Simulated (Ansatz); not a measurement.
The start is a generated cell, RbGeCl3 placed in the GdFeO3 structure type. The cell and all atomic positions are relaxed at zero pressure with r2SCAN (plane waves to 500 eV, PAW, scalar-relativistic; Ansatz, a quantum-chemistry and plane-wave program). The first steps use a coarse 3×2×3 k-mesh.

The start:
```
CELL_PARAMETERS angstrom
      7.17622     0.00000     0.00000
      0.00000    10.12564     0.00000
      0.00000     0.00000     7.15226
ATOMIC_POSITIONS crystal
  Rb 0.48770 0.25000 0.99160
  Rb 0.98770 0.25000 0.50840
  Rb 0.51230 0.75000 0.00840
  Rb 0.01230 0.75000 0.49160
  Ge 0.00000 0.00000 0.00000
  Ge 0.50000 0.50000 0.50000
  Ge 0.00000 0.50000 0.00000
  Ge 0.50000 0.00000 0.50000
  Cl 0.03130 0.25000 0.05860
  Cl 0.53130 0.25000 0.44140
  Cl 0.96870 0.75000 0.94140
  Cl 0.46870 0.75000 0.55860
  Cl 0.28800 0.53700 0.21300
  Cl 0.78800 0.96300 0.28700
  Cl 0.71200 0.03700 0.78700
  Cl 0.21200 0.46300 0.71300
  Cl 0.71200 0.46300 0.78700
  Cl 0.21200 0.03700 0.71300
  Cl 0.28800 0.96300 0.21300
  Cl 0.78800 0.53700 0.28700
```

**Question.** How large is the pressure on the unrelaxed cell, and of which sign?

**Answer.** +3.5 GPa (positive: the cell is compressed).

**Question.** What is the largest force in the starting geometry, and on which atom (counted from 1)?

**Answer.** 0.39 eV/Å, on Rb1, Rb2, Rb3, Rb4 (atoms numbered as listed).

**Question.** By how much does the energy per atom fall from start to end?

**Answer.** 0.038 eV/atom.

**Question.** How does the volume per atom move from start to end?

**Answer.** +9.3 %, from 25.99 to 28.41 Å³/atom.

**Question.** How do the shortest distances between atoms change?

**Answer.** The closest pairs of elements (up to four, under 3.6 Å), start → end: Cl–Ge 2.58 → 2.63 Å; Cl–Rb 3.06 → 3.40 Å; Cl–Cl 3.53 → 3.71 Å.

The space group stays Pnma (No. 62) (the run could not lower it); the end is AFLOW prototype AB3C_oP20_62_c_cd_a (as in CaTiO3), with 20 atoms in the primitive cell. Final values are on a 4×3×4 k-mesh of the relaxed cell. No spin polarisation in the result.

The run could not lose the symmetry of its start: the end is stationary, and may be a saddle point rather than a minimum.

The relaxed structure here is a generated cell of RbGeCl3: the first start was made by placing the elements on the sites of a structure type, and the end was not matched to a known phase here, so it may be hypothetical.
